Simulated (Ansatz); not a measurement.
**Pb: from λ and ω_log to T_c (computed with Ansatz 0.2.0)**

Space group Fm-3m (No. 225), 1 atom in the cell of the first input below: a = 3.500 Å, b = 3.500 Å, c = 3.500 Å, α = 60.00°, β = 60.00°, γ = 60.00°.

The cell was built from a prototype of a structure type listed for this element, at its measured volume, taken without relaxation (pressure 2.8 GPa with this functional, without spin–orbit coupling). Functional: PBE.

Input:

```yaml
crystal:
  lattice:
    - [0.0, 2.4749988096, 2.4749988096]
    - [2.4749988096, 0.0, 2.4749988096]
    - [2.4749988096, 2.4749988096, 0.0]
  atoms:
    - { symbol: Pb, position: [0.0, 0.0, 0.0] }
basis:
  ecutwfc: 420
  ecutrho_ratio: 4
kpoints:
  mp_grid: { grid: [12, 12, 12] }
hamiltonian:
  xc: pbe
scf:
  occupations: { method: methfessel_paxton, width: 0.2 }
output: {}
phonons:
  supercell: [3, 3, 3]
  qpath:
    path:
      - [[0.0, 0.0, 0.0], [0.5, 0.0, 0.5], [0.625, 0.25, 0.625]]
      - [[0.375, 0.375, 0.75], [0.0, 0.0, 0.0], [0.5, 0.5, 0.5], [0.5, 0.25, 0.75], [0.5, 0.0, 0.5]]
    npoints: 6
  electrical_resistivity: { mesh: [24, 24, 24], temperatures: [50, 100, 200, 300, 500] }
  superconductivity: { mesh: [24, 24, 24], eliashberg_equations: false }
```

```bash
ansatz run input.yaml --threads 8 --pin off --max-ram 16384MiB --backend cpu --events-out ev --progress --plain --runs-dir out
```

Time: 42 s on 8 threads of Intel(R) Xeon(R) 6975P-C (Granite Rapids), on a shared host, peak memory 8.9 GiB.

On the finest mesh λ = 0.9588, ω_log = 5.719 meV, N(E_F) = 0.253 states per eV, spin and cell. λ by mesh: 24×24×24 0.959, 12×12×12 1.007, 6×6×6 1.219.

Problem. What T_c does McMillan's formula in the Allen–Dynes form give for μ* = 0.10?

Solution. T_c = (ω_log/1.2) exp[−1.04(1+λ)/(λ − μ*(1+0.62λ))] = (66.37 K/1.2) × exp(−2.0372/0.7994) = 4.33 K. λ still moved by 5 % between the two finest meshes, so T_c isn't settled to the digits shown. By mesh, finest first, the same formula gives 4.33, 4.65, 6.14 K.

| μ* | McMillan (K) | Allen–Dynes with strong-coupling factors (K) |
| --- | --- | --- |
| 0.08 | 4.77 | 5.07 |
| 0.10 | 4.33 | 4.57 |
| 0.12 | 3.89 | 4.09 |
| 0.13 | 3.68 | 3.86 |
| 0.14 | 3.47 | 3.63 |
| 0.16 | 3.06 | 3.20 |
| 0.20 | 2.29 | 2.38 |

Caveats: no spin-orbit coupling, which matters for these elements; small supercell, couplings not converged in it; with so small a supercell and a typed μ*, T_c can miss a measured one by a factor of two or more; λ is not converged in the mesh, and T_c depends on it steeply.
